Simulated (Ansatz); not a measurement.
Zr₃HRh in space group Pm-3m (No. 221; Rh on 1a, Zr on 3c, H on 1b) at seven volumes, PBE in the plane-wave PAW code Ansatz, scaled uniformly. One row is withheld.

```tsv
V (Å³/atom)	P (GPa)
15.115	14.21
15.613	8.73
16.112	4.00
16.610	-0.09
17.108	-3.60
17.607	-6.63
18.105	?
```

Problem. Fit the shown pressures and predict the withheld one.

Solution. Third-order Birch–Murnaghan: P = (3/2)B₀(x^(7/2) − x^(5/2))[1 + (3/4)(B′ − 4)(x − 1)] with x = (V₀/V)^(2/3). Least squares on the six rows gives V₀ = 16.599 Å³/atom, B₀ = 126.4 GPa, B′ = 3.91. At V = 18.105, x = 0.9437 and P = -9.26 GPa. The run itself gave -9.23 GPa.

The start of the workflow was typed in or built on a structure type; neither database checked (COD, Materials Project) lists it. Whether it is the stable phase at ambient conditions was not checked. Symmetry was held in the PBE relaxation; whether a distortion lowers the energy is not shown. The run is not spin-polarised.

Potentials: the earlier of the program's two PAW sets.
